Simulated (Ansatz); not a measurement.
Data:

BAs (zinc blende)

```
BAs
1.0
    0.00000     4.80934     4.80934
    2.40467     0.00000     2.40467
    2.40467     2.40467     0.00000
As B
2 2
Direct
  0.37500   0.75000   0.75000
  0.87500   0.75000   0.75000
  0.00000   0.00000   0.00000
  0.50000   0.00000   0.00000
```

A phonon eigenvector at L = (0.5, 0.0, 0.0) is frozen into this cell: atom i moves by Q times the vector below, so Q is the largest atomic displacement, in Å. The cell is held. It is one choice among 2 degenerate patterns. (q is in reciprocal vectors of the primitive cell; the cell shown is doubled to hold the pattern.)

```json
[
 {"atom": "As1", "x": "-0.036", "y": "0.066", "z": "-0.102"},
 {"atom": "As2", "x": "0.036", "y": "-0.066", "z": "0.102"},
 {"atom": "B3", "x": "-0.285", "y": "0.520", "z": "-0.805"},
 {"atom": "B4", "x": "0.285", "y": "-0.520", "z": "0.805"}
]
```

Level of theory: PBE (plane waves to 420 eV, PAW, scalar-relativistic; Ansatz, a quantum-chemistry and plane-wave program). k mesh 6×12×12 (Γ-centred), Fermi-Dirac smearing 0.05 eV. The energy includes the smearing's −TS. BAs was relaxed with its symmetry unable to fall. ΔE is measured from the undisplaced structure.

The scan covers Q from -0.100 to 0.100 Å in 13 points.

Is this a single well or a double well?

A single well with its minimum at or next to zero displacement.

Which space group does the distorted structure have?

P1 (No. 1), lowered from F-43m.

What is the energy change at Q = 0.100 Å?

187.2 meV/cell.

What harmonic wavenumber does the curvature at Q = 0 give?

650 cm⁻¹.

(A displaced cell: forces are minus the slopes of the energy, force constants its curvatures, and phonons follow from these.)
